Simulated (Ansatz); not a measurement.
B in space group Cmce (No. 64; B on 8f) under volume change, the program Ansatz at the PBE level (PAW), shape and atoms relaxed at each volume.

```json
[
 {"V (Å³/atom)": "5.807", "E − E(relaxed) (meV/atom)": "48.8", "P (GPa)": "29.25"},
 {"V (Å³/atom)": "5.999", "E − E(relaxed) (meV/atom)": "20.7", "P (GPa)": "18.13"},
 {"V (Å³/atom)": "6.190", "E − E(relaxed) (meV/atom)": "4.9", "P (GPa)": "8.45"},
 {"V (Å³/atom)": "6.382", "E − E(relaxed) (meV/atom)": "0.0", "P (GPa)": "0.00"},
 {"V (Å³/atom)": "6.573", "E − E(relaxed) (meV/atom)": "4.5", "P (GPa)": "-7.37"},
 {"V (Å³/atom)": "6.765", "E − E(relaxed) (meV/atom)": "17.2", "P (GPa)": "-13.79"},
 {"V (Å³/atom)": "6.956", "E − E(relaxed) (meV/atom)": "37.1", "P (GPa)": "-19.40"}
]
```

Question: What does a third-order Birch–Murnaghan fit give for V₀, B₀ and B′?

Answer: V₀ = 6.38 Å³/atom, B₀ = 263 GPa, B′ = 3.5.

The start of the workflow was typed in or built on a structure type; neither database checked (COD, Materials Project) lists it. It is not the phase usual at ambient conditions (space group No. 166). The cell was relaxed with PBE under the symmetry of its start; whether a distortion lowers the energy is not shown.

Potentials: the later of the program's two PAW sets.
